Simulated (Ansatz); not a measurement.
InPd (CsCl type, space group No. 221) at seven volumes, r²SCAN in the plane-wave PAW code Ansatz, scaled uniformly. One row is withheld.

| V (Å³/atom) | P (GPa) |
|---|---|
| 15.865 | 16.16 |
| 16.388 | 9.73 |
| 16.911 | 4.40 |
| 17.434 | 0.00 |
| 17.957 | -3.63 |
| 18.480 | ? |
| 19.003 | -8.85 |

### Question
Fit the shown pressures and predict the withheld one.

### Answer
P = (3/2)B₀(x^(7/2) − x^(5/2))[1 + (3/4)(B′ − 4)(x − 1)] with x = (V₀/V)^(2/3). Least squares on the six rows gives V₀ = 17.435 Å³/atom, B₀ = 131 GPa, B′ = 5.65. At V = 18.480, x = 0.9619 and P = -6.47 GPa. The run itself gave -6.55 GPa.

Space group Pm-3m (CsCl type). The cell was relaxed with r²SCAN under the symmetry of its start; of distortions, only those at the zone centre were tested. No spin polarisation was allowed.

Potentials: the later of the program's two PAW sets.
